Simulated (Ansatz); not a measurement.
# KGaH₄: ⁴¹K NMR of the central transition

Cell: an entry of the Crystallography Open Database (COD), its atoms then relaxed with PBE in this cell.

Space group Pnma (No. 62); a = 8.9870, b = 5.6130, c = 7.2620 Å.

| site | Wyckoff | site symmetry | x | y | z |
| --- | --- | --- | --- | --- | --- |
| K | 4c | .m. | 0.1813 | 0.2500 | 0.1625 |
| Ga | 4c | .m. | 0.5635 | 0.2500 | 0.8082 |
| H9 | 4c | .m. | 0.6914 | 0.2500 | 0.9605 |
| H13 | 8d | 1 | 0.4158 | 0.9811 | 0.3204 |
| H21 | 4c | .m. | 0.4005 | 0.2500 | 0.8934 |

One atom of each set is listed.

Computed with Ansatz: DFT, PBE, plane waves and PAW, scalar-relativistic, 420 eV cutoff, Γ-centred 3×5×4 k-points, Fermi–Dirac smearing 0.02 eV.

⁴¹K has I = 3/2 and Q = 73.40 mb (Pyykkö 2018); at 11.7 T its Larmor frequency is ν₀ = 12.8 MHz. Only the quadrupole interaction is simulated: positions count from each site's isotropic chemical shift, and shift anisotropy, dipolar and J coupling are left out.

Question: Simulate the second-order pattern (static powder, Gaussian broadening 0.4 kHz) of site K (12 H at 2.74–3.35 Å).

Answer: The calculation gives C_Q = -0.746 MHz and η = 0.85, so ν_Q = 0.373 MHz and the centre of gravity lies at -106 ppm (-1.35 kHz).

offset (kHz), height and a bar:
```
    -7.36          0 
    -7.07          1 
    -6.78         10 ###
    -6.49         25 ########
    -6.19         29 #########
    -5.90         30 #########
    -5.61         31 #########
    -5.32         32 ##########
    -5.03         33 ##########
    -4.74         34 ##########
    -4.44         35 ###########
    -4.15         36 ###########
    -3.86         38 ###########
    -3.57         39 ############
    -3.28         41 ############
    -2.99         43 #############
    -2.69         45 ##############
    -2.40         48 ##############
    -2.11         51 ###############
    -1.82         55 ################
    -1.53         59 ##################
    -1.24         66 ####################
    -0.94         77 #######################
    -0.65         93 ############################
    -0.36         94 ############################
    -0.07         88 ##########################
     0.22         94 ############################
     0.51        100 ##############################
     0.81         76 #######################
     1.10         49 ###############
     1.39         36 ###########
     1.68         32 ##########
     1.97         30 #########
     2.27         29 #########
     2.56         27 ########
     2.85         26 ########
     3.14         22 #######
     3.43          9 ###
     3.72          1 
     4.02          0
```

The relaxation (5 steps) took 2.4 min of wall time (2.4 min of CPU time) and 0.79 GiB at its peak, on 1 thread of Arm Neoverse V1 (aarch64; 8 cores open to the job, memory cap 3.0 GiB, no GPU), a shared host with a load of 0.3 a core.
